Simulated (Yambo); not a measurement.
## Optical response of Rb2LiYF6

```xyz
10
Lattice="0.0000 4.3566 4.3566 4.3566 0.0000 4.3566 4.3566 4.3566 0.0000" Properties=species:S:1:pos:R:3 pbc="T T T"
Li     4.3566     4.3566     4.3566
F      2.1941     4.3566     4.3566
F      6.5192     4.3566     4.3566
F      4.3566     2.1941     4.3566
F      4.3566     6.5192     4.3566
F      4.3566     4.3566     2.1941
F      4.3566     4.3566     6.5192
Rb     6.5349     6.5349     6.5349
Rb     2.1783     2.1783     2.1783
Y      0.0000     0.0000     0.0000
```

Yambo, RPA with local fields on PBEsol bands; 4×4×4 mesh, 133 bands, 3 Ry local-field block, 0.2 eV broadening; field along x.

```csv
E (eV),Im ε,Re ε,"Im ε, independent particles"
0.0,0.00,2.13,0.00
0.4,0.00,2.13,0.00
0.8,0.00,2.13,0.00
1.1,0.00,2.13,0.00
1.5,0.00,2.14,0.01
1.9,0.01,2.15,0.01
2.2,0.01,2.16,0.01
2.6,0.01,2.18,0.01
3.0,0.01,2.19,0.01
3.4,0.01,2.22,0.01
3.8,0.01,2.24,0.02
4.1,0.02,2.27,0.02
4.5,0.02,2.30,0.02
4.9,0.02,2.34,0.03
5.2,0.03,2.39,0.04
5.6,0.04,2.45,0.05
6.0,0.05,2.53,0.06
6.4,0.07,2.63,0.08
6.8,0.12,2.77,0.15
7.1,0.18,2.90,0.22
7.5,0.44,3.16,0.53
7.9,0.65,3.07,0.87
8.2,0.76,3.27,1.64
8.6,1.34,3.34,2.55
9.0,1.82,2.97,1.85
9.4,1.61,2.38,1.20
9.8,1.57,2.86,1.62
10.1,2.65,2.48,2.84
10.5,2.27,1.41,2.32
10.9,1.69,1.12,1.68
11.2,1.24,1.20,1.30
11.6,1.15,1.47,1.25
12.0,1.08,1.61,1.27
12.4,1.31,1.86,1.60
12.8,1.68,1.52,1.81
13.1,1.57,1.18,1.54
13.5,1.37,1.00,1.11
13.9,1.08,0.95,0.87
14.2,0.90,1.09,0.86
14.6,0.92,1.24,1.09
15.0,0.89,1.26,1.10
15.4,1.03,1.23,1.25
15.8,0.87,1.29,1.22
16.1,0.92,1.36,1.81
16.5,1.01,1.34,2.26
16.9,1.11,1.36,2.46
17.2,1.09,1.12,1.98
17.6,0.90,1.07,1.50
18.0,0.92,1.15,2.07
18.4,0.82,1.15,1.94
18.8,0.82,1.23,2.67
19.1,0.83,1.29,2.60
19.5,0.87,1.41,2.00
19.9,1.21,1.54,1.26
```

Structure narrower than a few tenths of an eV can come from the finite k mesh. Convergence of the RPA response with its 4×4×4 mesh was not tested. No excitonic effects at this level.

Geometry of the Materials Project entry, not relaxed at this level.

The structure is a Materials Project entry; no match was found in the copy of COD used, and its stability was not checked.
